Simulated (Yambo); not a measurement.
A G0W0@PBEsol run in Yambo for PbBiBrO$_{2}$ (space group I4mm, No. 107) (4×4×4 Γ-centred k mesh, 119 bands and a 6 Ry block in the screening, 119 bands in G with the Bruneval-Gonze terminator, plasmon pole fitted at 27.2 eV) gives these matrix elements, in eV, at the band edges (N → Γ):

```
state               E0    <Vxc>     <Σx>  <Σc(E0)>      Z
---------------  -----  -------  -------  --------  -----
valence edge     0.000  -16.106  -19.390     2.582  0.795
conduction edge  1.727  -11.635   -8.903    -2.637  0.829
```

Q: Solve the linearised quasiparticle equation for both states, give the gap, and say how exchange and correlation each act on it.

A: E = E0 + Z(Σx + Σc − Vxc). Valence: 0.000 + 0.795 × (-19.390 + (2.582) − (-16.106)) = -0.56 eV. Conduction: 1.727 + 0.829 × (-8.903 + (-2.637) − (-11.635)) = 1.80 eV. The gap is 2.36 eV, against 1.73 eV in PBEsol. Replacing Vxc by bare exchange alone would open it by 6.02 eV; correlation takes back 5.22 eV of that, and Z scales what is left. Convergence of the G0W0 settings was not tested. Among the k points computed, the smallest G0W0 gap is 2.31 eV, Γ → Γ. The mesh misses a band edge: along a dense path the PBEsol gap is 1.64 eV against 1.73 eV on the mesh. Spin-orbit coupling is left out; with 6p states at a band edge it can lower the gap by many tenths of an eV, most of a small gap.

The standard potentials for Bi, Pb keep a d shell in the valence without the s and p states of that shell. In tests on such compounds this moved G0W0 gaps by up to about 0.9 eV, so absolute quasiparticle energies here are unreliable; differences between settings are what counts.

Geometry relaxed with PBE+D3(BJ); primitive cell a = 7.0260 Å, b = 7.0260 Å, c = 7.0260 Å, α = 147.07°, β = 147.07°, γ = 47.26°.

The structure is a Materials Project entry; no match was found in the copy of COD used, and its stability was not checked.
